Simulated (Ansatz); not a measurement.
Relaxation of a generated cell, TiAl built in the NaTl structure type; 4 atoms in the cell, which starts as Fd-3m, origin choice 1 (No. 227), cF16; a = 6.268 Å, b = 6.268 Å, c = 6.268 Å, α = 90.00°, β = 90.00°, γ = 90.00°. Calculation: PBE (plane waves to 420 eV, PAW, scalar-relativistic; Ansatz, an electronic-structure program). Γ-centred k-mesh 9×9×9 on the run's cell (coarser than for final values), Fermi–Dirac smearing 0.05 eV. This is the first round of the run. 

The optimiser's lines from the output (shortened; P is positive under compression):

```
relax step   1: F+E_penalty+E_count = -6074.55989726 eV  Δ(F+E_penalty+E_count) = +0.000e0 eV  max|allowed force component| = 1.503e-17 eV/Å  Δτ_max = 0.0000 Å  P = +6.358 GPa  Ω = 61.561 Å³  (7 SCF iters, dr2 threshold 1.00e-7 eV, accepted)
relax step   2: F+E_penalty+E_count = -6074.61651002 eV  Δ(F+E_penalty+E_count) = -5.661e-2 eV  max|allowed force component| = 6.621e-17 eV/Å  Δτ_max = 0.0000 Å  P = -1.808 GPa  Ω = 66.116 Å³  (6 SCF iters, dr2 threshold 4.00e-7 eV, accepted)
relax step   3: F+E_penalty+E_count = -6074.62337936 eV  Δ(F+E_penalty+E_count) = -6.869e-3 eV  max|allowed force component| = 7.517e-17 eV/Å  Δτ_max = 0.0000 Å  P = -0.144 GPa  Ω = 65.050 Å³  (6 SCF iters, dr2 threshold 4.00e-7 eV, accepted)
relax step   4: F+E_penalty+E_count = -6074.62344456 eV  Δ(F+E_penalty+E_count) = -6.520e-5 eV  max|allowed force component| = 6.259e-17 eV/Å  Δτ_max = 0.0000 Å  P = -0.002 GPa  Ω = 64.963 Å³  (6 SCF iters, dr2 threshold 5.21e-8 eV, accepted)
relax step   5: F+E_penalty+E_count = -6074.62443498 eV  Δ(F+E_penalty+E_count) = -9.904e-4 eV  max|allowed force component| = 5.609e-17 eV/Å  Δτ_max = 0.0000 Å  P = -0.002 GPa  Ω = 64.963 Å³  stress off target by 1.57e-3 GPa  SCF on the basis re-selected at this cell (its energy is not comparable with the rows above)  (6 SCF iters)
```

From the first to the last row the energy changes by -0.02 eV/atom and the volume by +5.5 %. The last row is marked as not comparable with the walk above it, whose basis was carried along; it does compare with step 1, since both stand on a basis selected at the nominal cutoff for their own cell.

Later rounds, restarted from the end of this one on a renewed k-mesh, logged 2 more steps and released under 0.01 eV/atom more. The final structure after all rounds: Fd-3m, origin choice 1 (No. 227), cF16, AFLOW prototype AB_cF16_227_a_b (B32, as in NaTl); a = 6.3813 Å, b = 6.3813 Å, c = 6.3813 Å, α = 90.00°, β = 90.00°, γ = 90.00°. Between re-selections the logged energies stand on a plane-wave basis carried along with the cell. No spin polarisation in the result. A magnetic state may lie lower.

The run could not lose the symmetry of its start: the end is stationary, and may be a saddle point rather than a minimum.

All atoms sit on sites fixed by symmetry, so only the cell could relax.

The relaxed structure here is a generated cell of TiAl: the first start was made by placing the elements on the sites of a structure type, and the end was not matched to a known phase here, so it may be hypothetical. Known forms of TiAl include space group No. 123.
